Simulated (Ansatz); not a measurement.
A (100) slab of Ta (Im-3m (No. 229)), 7 planes, outer planes Ta (top) and Ta (bottom), with 7 atoms (Ta7) in a surface cell of A = 10.920 Å², as cut from the bulk:

```
Ta
1.0
     3.30457    0.00000    0.00000
     0.00000    3.30457    0.00000
     0.00000    0.00000   24.91372
Ta
7
Direct
  0.50000 0.50000 0.30104
  0.00000 0.00000 0.36736
  0.50000 0.50000 0.43368
  0.00000 0.00000 0.50000
  0.50000 0.50000 0.56632
  0.00000 0.00000 0.63264
  0.50000 0.50000 0.69896
```

These are results of DFT r2SCAN, scalar-relativistic, plane waves, PAW in Ansatz, not measurements. Plane waves to 500 eV, a k mesh through Γ of 11×11×1 on the computed 7-atom cell and Gaussian smearing (0.10 eV); no spin polarisation.

Against the same 7 atoms in the bulk, the slab as cut lies 4.026 eV higher and the relaxed slab 3.724 eV higher.

**Question.** Work out the surface energy before and after relaxation.

**Answer.** The slab has two faces, so γ = (E_slab − N·E_bulk)/(2A), the mean of both. As cut: 4.026/(2 × 10.920) = 0.1843 eV/Å², and 1 eV/Å² = 16.02 J/m², so γ = 2.95 J/m². Relaxed: 3.724/(2 × 10.920) = 0.1705 eV/Å² = 2.73 J/m². Relaxation recovers 8 % of the cost of cutting.

**Question.** What is the ideal work of this cut, per area?

**Answer.** Griffith's ideal work is 2γ: 5.91 J/m² if the new faces stay rigid, 5.46 J/m² if they relax. One thickness was run, 7 planes, so γ can still shift with it.